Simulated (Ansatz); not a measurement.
This run works on a generated trial structure, not on a known crystal.

Input and command of a plane-wave DFT calculation in Ansatz:

```yaml
crystal:
  lattice:
    - [3.2872265417, 1.8978811288, 2.6794394396]
    - [-3.2872265417, 1.8978811288, 2.6794394396]
    - [0.0, -3.7957622575, 2.6794394396]
  atoms:
    - { symbol: Fe, position: [0.8652331881, 0.8652331881, 0.8652331881], spin: 0.98 }
    - { symbol: Co, position: [0.1355919972, 0.6313817871, 0.3652293801], spin: 0.17 }
    - { symbol: Co, position: [0.3652293801, 0.1355919972, 0.6313817871], spin: 0.17 }
    - { symbol: Co, position: [0.6313817871, 0.3652293801, 0.1355919972], spin: 0.17 }
    - { symbol: Ge, position: [0.8388276068, 0.3401547019, 0.663475073] }
    - { symbol: Ge, position: [0.663475073, 0.8388276068, 0.3401547019] }
    - { symbol: Ge, position: [0.3401547019, 0.663475073, 0.8388276068] }
    - { symbol: Ge, position: [0.1601062658, 0.1601062658, 0.1601062658] }
basis:
  ecutwfc: 420
kpoints:
  mp_grid: { grid: [6, 6, 6] }
hamiltonian:
  xc: pbe
scf:
  occupations: { method: gaussian, width: 0.1 }
  lower_state_search: "off"
output:
  forces: true
  stress: true
  eigenvalues: true
  populations: true
magnetization:
  spin_polarized: true
relax:
  adjacent_minimum: "off"
  f_tol: 0.04
  max_steps: 70
  cell: { stress_tol: 0.4 }
```

```bash
ansatz run input.yaml --threads 4 --pin off --max-ram 8192MiB --backend cpu --events-out ev --progress --plain --runs-dir out
```

Processor: AMD EPYC (Zen 3), 4 threads, on a host shared with other jobs.

How long does it run, and how much memory does it take?

About 2.3 min, peak memory 0.81 GiB. It solves 75 bands at 40 k points (after reduction by symmetry) with about 1935 plane waves (on the last cell), in 26 SCF iterations over 2 ionic steps.
